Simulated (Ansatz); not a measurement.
A generator proposed this cell of CaVC4N4.

```cif
data_structure
_symmetry_space_group_name_H-M 'P-43m'
_symmetry_Int_Tables_number 215
_cell_length_a 6.1164
_cell_length_b 6.1164
_cell_length_c 6.1164
_cell_angle_alpha 90.000
_cell_angle_beta 90.000
_cell_angle_gamma 90.000
_cell_volume 228.82
loop_
_atom_site_label
_atom_site_type_symbol
_atom_site_symmetry_multiplicity
_atom_site_Wyckoff_symbol
_atom_site_fract_x
_atom_site_fract_y
_atom_site_fract_z
_atom_site_occupancy
Ca1 Ca 1 b 0.50000 0.50000 0.50000 1
V1 V 1 a 0.00000 0.00000 0.00000 1
C1 C 4 e 0.18095 0.18095 0.18095 1
N1 N 4 e 0.29139 0.29139 0.29139 1
```

All numbers below come from DFT PBE, scalar-relativistic, plane waves, PAW (Ansatz). Plane waves to 420 eV, a k mesh through Γ of 4×4×4 on the computed 10-atom cell and Gaussian smearing (0.10 eV); collinear spin from starting moments 0.0 2.0 0.0 0.0 0.0 0.0 0.0 0.0 0.0 0.0 μB.

The zero of energy is the elements' standard structures at the same level (N₂ as a molecule); no fitted shifts are applied.

**Question.** How far from equilibrium is it?

**Answer.** The pressure is 6.4 GPa (it wants to expand), the largest force is 0.35 eV/Å, and the energy is +0.13 eV/atom against the elements. The shortest distance is 1.17 Å.

**Question.** How much does it gain on relaxing, and where does it end?

**Answer.** Relaxing gains under 0.1 eV/atom (the start's value is from the coarse mesh, so the gain is rough) in 13 ionic steps and ends at +0.05 eV/atom on the finer mesh. The symmetry stays P-43m (No. 215). The volume per atom grows by 17.6 %, from 22.9 to 26.9 Å³. The shortest distance stays 1.17 Å (C–N). Conventional cell: a = 6.455 Å. Ca has 4 N at 2.35 Å; around V lie 4 C at 2.07 Å; C has 1 N at 1.17 Å and 1 V at 2.07 Å; N is surrounded by 1 C at 1.17 Å and 1 Ca at 2.35 Å.

The last run used collinear spin, a 6×6×6 mesh for its 10-atom cell and Gaussian smearing of 0.10 eV. No Hubbard U is applied to the open shell of V. The reference form of C is held partly by dispersion forces, which this level lacks. Another magnetic order may lie lower. The relaxation can't lower the symmetry of the start. A structure relaxed within its symmetry needn't be a true minimum.
